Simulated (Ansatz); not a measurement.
**Band table of YHg**

```yaml
crystal:
  lattice:
    - [3.41621, 0.00000, 0.00000]
    - [0.00000, 3.41621, 0.00000]
    - [0.00000, 0.00000, 3.41621]
  atoms:
    - { symbol: Y, position: [0.50000, 0.50000, 0.50000] }
    - { symbol: Hg, position: [0.00000, 0.00000, 0.00000] }
```

The base volume is that of a database entry, so it needn't be at zero pressure; the structure needn't be the stable phase, at rest or compressed.

Computed with Ansatz 0.2.0; functional LDA, scalar-relativistic. Settings: a Γ-centred 10×10×10 k mesh, Fermi–Dirac smearing of 0.05 eV, no spin polarisation. Methods: LAPW: all electrons, basis error target 1 meV/atom.

This run: volume at 0.8 of the series' base cell.

Spin–orbit coupling is left out, which matters for the heavy atoms.

Path points, in fractions of the reciprocal vectors: Γ (0.000, 0.000, 0.000), X (0.000, 0.500, 0.000), M (0.500, 0.500, 0.000), R (0.500, 0.500, 0.500). The distance column jumps between branches of the path. Levels in eV from the Fermi level; bands 22 to 36, counted from the lowest band of the run. The gap is zero, the pressure 21.1 GPa.

```
# k(1/Å) point b22 b23 b24 b25 b26 b27 b28 b29 b30 b31 b32 b33 b34 b35 b36
0.000 Γ -22.28 -22.28 -22.28 -9.15 -8.81 -8.81 -7.80 -7.80 -7.80 0.32 0.32 4.89 4.89 4.89 5.36
0.153 - -22.33 -22.28 -22.28 -9.02 -8.80 -8.75 -7.81 -7.81 -7.79 0.27 0.31 3.96 3.96 4.85 4.90
0.307 - -22.45 -22.28 -22.28 -8.75 -8.71 -8.51 -7.83 -7.83 -7.77 0.12 0.15 2.97 2.97 4.18 4.75
0.460 - -22.60 -22.27 -22.27 -8.68 -8.47 -7.89 -7.86 -7.86 -7.74 -0.61 -0.02 2.14 2.14 4.07 4.61
0.613 - -22.75 -22.26 -22.26 -8.61 -8.27 -7.88 -7.88 -7.72 -7.02 -1.83 -0.19 1.53 1.53 4.48 4.69
0.766 - -22.86 -22.26 -22.26 -8.55 -8.13 -7.90 -7.90 -7.70 -5.97 -3.19 -0.32 1.15 1.15 4.38 5.62
0.920 X -22.90 -22.25 -22.25 -8.53 -8.08 -7.91 -7.91 -7.69 -5.10 -4.18 -0.37 1.02 1.02 4.35 6.15
1.073 - -22.89 -22.29 -22.25 -8.51 -8.06 -7.98 -7.93 -7.73 -5.13 -3.98 -0.23 0.99 1.16 4.29 6.15
1.226 - -22.87 -22.38 -22.24 -8.49 -8.17 -7.99 -7.93 -7.84 -5.18 -3.43 0.14 0.87 1.56 4.16 6.13
1.379 - -22.83 -22.51 -22.22 -8.53 -8.38 -8.07 -7.98 -7.69 -5.21 -2.64 0.61 0.65 2.16 4.00 6.03
1.533 - -22.80 -22.64 -22.20 -8.61 -8.56 -8.15 -8.11 -7.43 -5.16 -1.73 0.21 1.06 2.85 3.86 5.90
1.686 - -22.77 -22.73 -22.19 -8.68 -8.67 -8.21 -8.20 -7.23 -5.03 -0.84 -0.19 1.09 3.46 3.76 5.97
1.839 M -22.76 -22.76 -22.18 -8.72 -8.70 -8.24 -8.24 -7.17 -4.96 -0.36 -0.36 0.90 3.73 3.73 6.09
2.056 - -22.74 -22.73 -22.19 -8.67 -8.62 -8.21 -8.16 -7.30 -5.14 -0.94 -0.26 1.20 3.27 3.77 5.83
2.273 - -22.69 -22.65 -22.21 -8.59 -8.42 -8.13 -7.98 -7.63 -5.79 -1.31 -0.04 1.16 2.54 3.91 5.45
2.489 - -22.59 -22.53 -22.24 -8.57 -8.24 -8.05 -8.02 -7.81 -6.84 -0.79 0.16 0.97 2.21 4.14 5.29
2.706 - -22.45 -22.41 -22.27 -8.66 -8.44 -8.30 -7.91 -7.75 -7.71 0.00 0.26 1.49 2.57 4.46 5.32
2.923 - -22.33 -22.32 -22.28 -8.90 -8.75 -8.72 -7.83 -7.81 -7.77 0.25 0.30 3.21 3.59 4.75 5.36
3.140 Γ -22.28 -22.28 -22.28 -9.15 -8.81 -8.81 -7.80 -7.80 -7.80 0.32 0.32 4.89 4.89 4.89 5.36
3.405 - -22.34 -22.32 -22.32 -8.77 -8.70 -8.70 -7.84 -7.84 -7.75 0.28 0.28 2.67 3.84 3.84 6.37
3.671 - -22.45 -22.40 -22.40 -8.40 -8.40 -8.12 -7.93 -7.93 -7.46 0.25 0.25 1.10 2.60 2.60 6.91
3.936 - -22.54 -22.51 -22.51 -8.21 -8.07 -8.07 -8.00 -8.00 -6.44 -0.18 -0.18 1.20 2.22 2.22 6.36
4.202 - -22.62 -22.62 -22.62 -8.37 -8.13 -8.13 -7.63 -7.63 -5.32 -1.32 -1.32 2.18 3.22 3.22 4.71
4.467 - -22.70 -22.70 -22.69 -8.27 -8.15 -8.15 -7.30 -7.30 -4.06 -2.35 -2.35 0.36 4.84 4.84 5.74
4.733 R -22.72 -22.72 -22.72 -8.15 -8.15 -8.15 -7.14 -7.14 -2.76 -2.76 -2.76 -1.61 6.29 6.29 7.19
4.949 - -22.73 -22.69 -22.69 -8.23 -8.16 -8.14 -7.30 -7.20 -3.76 -2.54 -2.46 -0.10 4.89 5.33 6.70
5.166 - -22.75 -22.61 -22.60 -8.38 -8.18 -8.12 -7.64 -7.38 -4.64 -2.14 -1.70 2.22 3.27 3.96 5.62
5.383 - -22.79 -22.49 -22.48 -8.43 -8.14 -8.07 -8.01 -7.62 -5.07 -2.20 -0.74 1.83 3.41 3.69 5.48
5.600 - -22.84 -22.37 -22.36 -8.31 -8.29 -8.02 -8.01 -7.82 -5.19 -2.94 0.16 0.67 2.54 3.78 6.33
5.816 - -22.88 -22.29 -22.28 -8.47 -8.06 -8.04 -7.94 -7.76 -5.15 -3.80 -0.09 0.80 1.45 4.22 6.17
6.033 X -22.90 -22.25 -22.25 -8.53 -8.08 -7.91 -7.91 -7.69 -5.10 -4.18 -0.37 1.02 1.02 4.35 6.15
7.334 R -22.72 -22.72 -22.72 -8.15 -8.15 -8.15 -7.14 -7.14 -2.76 -2.76 -2.76 -1.61 6.29 6.29 7.19
7.487 - -22.73 -22.73 -22.69 -8.18 -8.16 -8.16 -7.25 -7.14 -3.39 -2.64 -2.64 -0.69 5.14 6.27 6.93
7.640 - -22.73 -22.73 -22.59 -8.28 -8.18 -8.18 -7.56 -7.15 -4.08 -2.30 -2.30 0.85 3.71 6.24 6.30
7.793 - -22.74 -22.74 -22.46 -8.42 -8.20 -8.20 -7.96 -7.16 -4.53 -1.77 -1.77 2.51 2.60 5.50 5.50
7.947 - -22.75 -22.75 -22.32 -8.57 -8.34 -8.22 -8.22 -7.16 -4.79 -1.16 -1.16 1.63 4.45 4.68 4.68
8.100 - -22.76 -22.76 -22.22 -8.68 -8.61 -8.23 -8.23 -7.17 -4.92 -0.60 -0.60 1.09 4.01 4.01 6.10
8.253 M -22.76 -22.76 -22.18 -8.72 -8.70 -8.24 -8.24 -7.17 -4.96 -0.36 -0.36 0.90 3.73 3.73 6.09
```
